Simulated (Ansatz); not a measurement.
## Phonon spectrum of InH2F3

Method: DFT PBE, scalar-relativistic, plane waves, PAW in Ansatz 0.2.0. Plane waves to 420 eV; Γ-centred k mesh 6×6×6; fixed occupations. No spin polarisation. Phonons by linear response, acoustic sum rule imposed.

Relaxed structure:
```
In H F
1.0
     2.96332    1.71088    2.45268
    -2.96332    1.71088    2.45268
     0.00000   -3.42175    2.45268
In H F
1 2 3
Direct
  0.50000 0.50000 0.50000
  0.05077 0.05077 0.05077
  0.94923 0.94923 0.94923
  0.50000 0.00000 0.50000
  0.00000 0.50000 0.50000
  0.50000 0.50000 0.00000
```

The cell was found from a structure generator's guess, not taken from experiment. The q mesh is coarse, so values between its points are rough.

Force constants from linear response on a 2×2×2 q mesh.

Path: Γ–T–H2 | H0–L–Γ–S0 | S2–F–Γ. Only the points of the 2×2×2 mesh were computed; the rest is interpolation, which is rough on so few points. At q = (0.000, -0.500, -0.500) a computed mode is imaginary, 96i cm⁻¹, so the cell is unstable at this level. Distance along the path (Å⁻¹), then the branches (cm⁻¹, negative for imaginary; the LO field is included):
```
0.000  0 0 0 86 86 126 126 126 137 137 210 279 279 302 482 482 562 4357
0.320  -22 -22 70 70 88 119 137 137 156 156 216 280 280 302 468 468 563 4357
0.640  -78 -78 100 102 102 153 160 160 179 179 222 283 283 302 432 432 569 4357
0.961  -82 -82 75 88 88 179 179 180 212 212 224 285 285 304 389 389 579 4357
1.281  -57 -57 51 51 63 180 180 180 229 234 234 285 285 305 368 368 584 4358
1.286  -57 -57 51 51 63 180 180 180 229 234 234 285 285 305 368 368 584 4358
1.290  -57 -57 51 51 63 180 180 180 229 234 234 285 285 305 368 368 584 4358
1.295  -57 -57 51 51 63 180 180 180 229 234 234 285 285 305 368 368 584 4358
1.300  -57 -57 51 51 63 180 180 180 229 234 234 285 285 305 368 368 584 4358
1.430  -60 -56 56 60 68 178 180 181 223 228 234 284 284 304 370 376 584 4358
1.690  -67 -57 80 85 96 163 180 186 187 199 243 278 279 300 387 418 582 4357
1.951  -64 -63 103 106 110 119 151 168 178 182 260 274 275 297 421 459 567 4357
2.211  -80 -51 64 66 128 129 146 149 168 170 273 273 276 296 466 481 532 4357
2.434  -81 -46 52 56 132 136 138 149 162 168 269 275 277 297 481 483 521 4357
2.621  -62 -21 45 49 131 134 136 143 148 161 246 278 278 298 481 484 535 4357
2.808  4 27 44 50 106 129 130 134 145 149 219 278 280 299 481 484 551 4357
2.994  9 10 30 79 85 126 127 129 138 143 204 279 282 300 482 484 561 4357
3.087  0 0 0 86 86 126 126 126 137 146 198 279 285 298 482 486 562 4357
3.350  -12 35 50 78 88 124 129 137 145 155 209 277 282 297 473 483 562 4357
3.613  -61 2 50 101 119 132 141 151 154 181 229 274 278 295 442 482 563 4357
3.875  -86 -27 67 87 132 138 147 153 192 215 239 273 278 296 396 482 561 4357
4.138  -96 -19 75 78 137 137 147 153 218 233 233 274 279 298 368 481 559 4357
4.139  -96 -19 75 78 137 137 147 153 218 233 233 274 279 298 368 481 559 4357
4.142  -96 -19 75 78 137 137 147 153 218 233 233 274 279 298 368 481 559 4357
4.144  -96 -19 75 78 137 137 147 153 218 233 233 274 279 298 368 481 559 4357
4.146  -96 -19 75 78 137 137 147 153 218 233 233 274 279 298 368 481 559 4357
4.279  -94 -32 74 80 135 139 147 152 212 229 235 274 279 298 374 481 559 4357
4.542  -76 -57 66 93 123 140 145 149 184 203 234 276 278 299 411 482 558 4357
4.804  -40 -38 47 88 113 117 135 138 160 170 221 278 279 300 453 483 559 4357
5.067  16 23 39 73 78 126 128 134 140 142 208 279 281 301 478 483 562 4357
```
